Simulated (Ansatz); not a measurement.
According to plane-wave PAW PBE (Ansatz code), BAs in the NiAs type structure (P6_3/mmc) relaxes to a = 3.263 Å, c = 5.447 Å. B has 6 nearest neighbours from 2.32 Å (octahedral); As has 6 nearest neighbours from 2.32 Å (trigonal prismatic). Its formation energy from the elements is 0.97 eV/atom, with no fitted shifts.

Electronic character: metallic (no gap). Gap from PBE with spin–orbit coupling: none (metallic).

An equation-of-state fit gives a bulk modulus of 122 GPa.

The start of the workflow was typed in or built on a structure type; neither database checked (COD, Materials Project) lists it. It is not the phase usual at ambient conditions (space group No. 216). The PBE relaxation kept the symmetry of its start; its stability against distortions is not shown here. Its formation energy is positive at this level, so the cell may be metastable or incomplete. The references are the lowest solids computed at this level, not always the standard phases. Scalar-relativistic: spin–orbit coupling is off unless named, which matters more the heavier the elements.

Potentials: the later of the program's two PAW sets.
